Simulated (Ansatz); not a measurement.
TePd:
```
TePd
1.0
    1.93986    -5.36505     0.00000
    1.93986     5.36505     0.00000
    0.00000     0.00000     3.99854
Te Pd
2 2
Cartesian
  1.93986  -1.51924   0.99963
  1.93986   1.51924   2.99890
  1.93986  -4.24868   0.99963
  1.93986   4.24868   2.99890
```

Relaxed with r²SCAN.

### Question
Tabulate the valence density and the electron localisation function along the shortest Te–Pd contact (2.73 Å), r²SCAN in the plane-wave PAW code Ansatz.

### Answer


| distance from Te (Å) | density (e/Å³) | ELF |
|---|---|---|
| 0.27 | 13.23 | 0.01 |
| 0.41 | 9.11 | 0.04 |
| 0.55 | 5.19 | 0.15 |
| 0.68 | 2.42 | 0.32 |
| 0.82 | 1.10 | 0.45 |
| 0.96 | 0.70 | 0.52 |
| 1.09 | 0.55 | 0.57 |
| 1.23 | 0.45 | 0.56 |
| 1.36 | 0.40 | 0.45 |
| 1.50 | 0.42 | 0.29 |
| 1.64 | 0.53 | 0.23 |
| 1.77 | 0.85 | 0.29 |
| 1.91 | 1.74 | 0.40 |
| 2.05 | 3.82 | 0.49 |
| 2.18 | 6.99 | 0.52 |
| 2.32 | 10.21 | 0.47 |
| 2.46 | 12.46 | 0.36 |

The density is the valence pseudo-density with augmentation charge, so density and ELF within about 1 Å of a nucleus are not all-electron values.

Space group Cmcm. The start of the workflow was typed in or built on a structure type; neither database checked (COD, Materials Project) lists it. COD files the formula under space group No. 194. Whether it is the stable phase at ambient conditions was not checked. The cell was relaxed with r²SCAN under the symmetry of its start; its stability against distortions is not shown here. The run is not spin-polarised. Scalar-relativistic: spin–orbit coupling is off unless named, which matters more the heavier the elements.

Potentials: the later of the program's two PAW sets.
